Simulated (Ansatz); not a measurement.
TePt, first-principles data

TePt:
```cif
data_Pt4Te4
_chemical_formula_sum 'Te4 Pt4'
_space_group_name_H-M_alt 'Cmcm'
_space_group_IT_number 63
_space_group_name_Hall '-C 2c 2'
_cell_length_a 3.93741
_cell_length_b 10.52745
_cell_length_c 3.89108
_cell_angle_alpha 90.000
_cell_angle_beta 90.000
_cell_angle_gamma 90.000
loop_
_atom_site_label
_atom_site_type_symbol
_atom_site_symmetry_multiplicity
_atom_site_Wyckoff_symbol
_atom_site_fract_x
_atom_site_fract_y
_atom_site_fract_z
_atom_site_occupancy
Te1 Te 4 c 0.00000 0.64360 0.25000 1
Pt1 Pt 4 c 0.00000 0.10151 0.75000 1
```
(The calculation used a cell of 4 atoms; values per cell refer to that cell.)

Space group Cmcm (No. 63); conventional cell a = 3.937 Å, b = 10.527 Å, c = 3.891 Å, α = 90.00°, β = 90.00°, γ = 90.00°.

Method: DFT-PBEsol in the program Ansatz with PAW potentials. The cell and atoms are relaxed at this level. Other levels are named where they apply.

**Cell and energy**

- Volume per atom = 20.16 Å³
- Density = 13.29 g/cm³
- Formation energy from the elements (no fitted shifts) = -148 meV/atom

**Electronic structure**

* **Electronic character**: metallic (no gap)
* **Density of states at the Fermi level**: 0.53 states/eV per atom (mean over ±0.08 eV)

**Mechanics**

Bulk modulus (Birch–Murnaghan fit): 139 GPa
Pressure derivative B′: 5.8

The start of the workflow was typed in or built on a structure type; neither database checked (COD, Materials Project) lists it. COD files the formula under space group No. 166, 194. Whether it is the stable phase at ambient conditions was not checked. The PBEsol relaxation kept the symmetry of its start; whether a distortion lowers the energy is not shown. The run is not spin-polarised. The references are the lowest solids computed at this level, not always the standard phases. Scalar-relativistic: spin–orbit coupling is off unless named, which matters more the heavier the elements.

Potentials: the later of the program's two PAW sets.
